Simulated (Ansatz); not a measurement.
The start is a generated cell, VPt2 placed in the AFLOW prototype A2B_tI6_139_d_a (L\'2). The cell and all atomic positions are relaxed at zero pressure with PBE (plane waves to 420 eV, PAW, scalar-relativistic; Ansatz, a quantum-chemistry and plane-wave program). The first steps use a coarse 11×11×11 k-mesh.

Starting cell:
```yaml
crystal:
  lattice:
    - [-2.06706, 2.06706, 2.53593]
    - [2.06706, -2.06706, 2.53593]
    - [2.06706, 2.06706, -2.53593]
  atoms:
    - { symbol: Pt, position: [0.75000, 0.25000, 0.50000] }
    - { symbol: Pt, position: [0.25000, 0.75000, 0.50000] }
    - { symbol: V, position: [0.00000, 0.00000, 0.00000] }
```
Spin-polarised start, with parallel moments on V.

| Item | Result |
|---|---|
| Outcome | The space group stays I4/mmm (No. 139) (the run could not lower it); the end is AFLOW prototype A2B_tI6_139_d_a (L\'2), with 3 atoms in the primitive cell |
| Energy released | 0.36 eV/atom |
| Shortest distances (start → end) | The closest pairs of elements (up to four, under 3.6 Å), start → end: Pt–V 2.42 → 2.55 Å; Pt–Pt 2.54 → 2.78 Å |
| Band gap at the end | zero (metallic) |
| Moments at the end | zero (the starting moments vanished) |
| Optimiser moves | 7 |

Relaxed structure:

```cif
data_Pt4V2
_chemical_formula_sum 'Pt4 V2'
_space_group_name_H-M_alt 'I4/mmm'
_space_group_IT_number 139
_space_group_name_Hall '-I 4 2'
_cell_length_a 4.27883
_cell_length_b 4.27883
_cell_length_c 5.56109
_cell_angle_alpha 90.000
_cell_angle_beta 90.000
_cell_angle_gamma 90.000
loop_
_atom_site_label
_atom_site_type_symbol
_atom_site_symmetry_multiplicity
_atom_site_Wyckoff_symbol
_atom_site_fract_x
_atom_site_fract_y
_atom_site_fract_z
_atom_site_occupancy
Pt1 Pt 4 d 0.00000 0.50000 0.25000 1
V1 V 2 a 0.00000 0.00000 0.00000 1
```
(The calculation used a cell of 3 atoms; values per cell refer to that cell.)

Final values are on a 15×15×15 k-mesh of the relaxed cell. No spin polarisation in the result: the starting moments vanished.

The run could not lose the symmetry of its start: the end is stationary, and may be a saddle point rather than a minimum.

All atoms sit on sites fixed by symmetry, so only the cell could relax.

The relaxed structure here is a generated cell of VPt2: the first start was made by placing the elements on the sites of a structure type, and the end was not matched to a known phase here, so it may be hypothetical.
